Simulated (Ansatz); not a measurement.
**Question.** Name crystals whose computed values (the program Ansatz at the r²SCAN level (PAW)) fall in these windows: HSE06 gap (eV) 6.8 to 9.1; B₀ by P(V) fit (GPa) 38 to 52; gap (eV) 6.0 to 7.9.

**Answer.** 

| crystal | HSE06 gap (eV) | B₀ by P(V) fit (GPa) | gap (eV) |
|---|---|---|---|
| K3GaF6, Fm-3m (K on 8c, K on 4b, Ga on 4a, F on 24e) | 8.30 | 44.2 | 6.97 |
| NaF, P6_3/mmc (Na on 2d, F on 2c) | 7.75 | 42.2 | 6.33 |
| SiO2, P3_121 (Si on 3b, O on 6c) | 7.78 | 39.3 | 6.60 |
| KF, CsCl type | 8.92 | 42.6 | 7.72 |
| SiO2, P3_221 (Si on 3a, O on 6c) | 7.78 | 38.8 | 6.60 |
Others may fit too.

Typed or built starts, not in the databases checked: NaF, P6_3/mmc (Na on 2d, F on 2c). Not the usual ambient phase: NaF, P6_3/mmc (Na on 2d, F on 2c); KF, CsCl type. Standing as an ambient phase not checked: K3GaF6, Fm-3m (K on 8c, K on 4b, Ga on 4a, F on 24e). All cells were relaxed under the symmetry of their starts (and spin orders); stability against distortions was not tested throughout. Spin–orbit coupling is left out wherever it is not named.

Potentials: the later of the program's two PAW sets.
